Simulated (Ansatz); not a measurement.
Bi2S3: Bi-209 NMR of the central transition

Cell: a Materials Project structure (computed, not necessarily an observed phase).

```cif
data_Bi2S3
_symmetry_space_group_name_H-M 'Pnma'
_symmetry_Int_Tables_number 62
_cell_length_a 11.5936
_cell_length_b 3.9978
_cell_length_c 11.1606
_cell_angle_alpha 90.000
_cell_angle_beta 90.000
_cell_angle_gamma 90.000
loop_
_atom_site_label
_atom_site_type_symbol
_atom_site_symmetry_multiplicity
_atom_site_Wyckoff_symbol
_atom_site_fract_x
_atom_site_fract_y
_atom_site_fract_z
Bi1 Bi 4 c 0.0176 0.2500 0.3263
Bi5 Bi 4 c 0.1565 0.7500 0.0326
S9 S 4 c 0.4518 0.7500 0.3712
S13 S 4 c 0.1216 0.7500 0.4436
S17 S 4 c 0.7106 0.2500 0.3087
```

One atom of each set is listed.

Level of theory: DFT, PBE, plane waves and PAW, scalar-relativistic, 420 eV cutoff, Γ-centred 3×7×3 k-points, Fermi–Dirac smearing 0.02 eV (Ansatz 0.2.0).

Bi-209 has I = 9/2 and Q = -516.0 mb (Pyykkö 2018); at 28.2 T its Larmor frequency is ν₀ = 196.3 MHz (from the bare nuclear moment; shielding lowers the observed one by a per cent or two). Only the quadrupole interaction is simulated: positions count from each site's isotropic chemical shift, and shift anisotropy, dipolar and J coupling are left out.

Simulated pattern of one Bi site (static powder, Gaussian broadening 100 kHz):

```csv
offset (kHz),height
-2119.8,0
-1974.1,22
-1828.4,64
-1682.8,81
-1537.1,100
-1391.5,71
-1245.8,58
-1100.1,52
-954.5,48
-808.8,45
-663.2,43
-517.5,42
-371.9,41
-226.2,41
-80.5,41
65.1,34
210.8,34
356.4,37
502.1,41
647.8,49
793.4,68
939.1,92
1084.7,25
1230.4,0
```

Task: Which |C_Q| and η does the pattern imply?

Result: The pattern spans 3014 kHz before broadening and its centre of gravity is at -529 kHz, which fixes P_Q; the places of the horns and steps fix η. That gives P_Q = 273 MHz, |C_Q| = 273 MHz and η = 0.11, the values that the calculation gives site Bi5 (5 S at 2.60–2.97 Å; also 2 S at 3.41 Å). The other sites have |C_Q| = 137 MHz. The sign of C_Q can't be read from the pattern.

Spin–orbit coupling is left out, which shifts gradients on Bi by a few per cent, and by more where contributions nearly cancel. Newer work puts Q(²⁰⁹Bi) near −420 mb, which would lower these couplings by about a fifth.
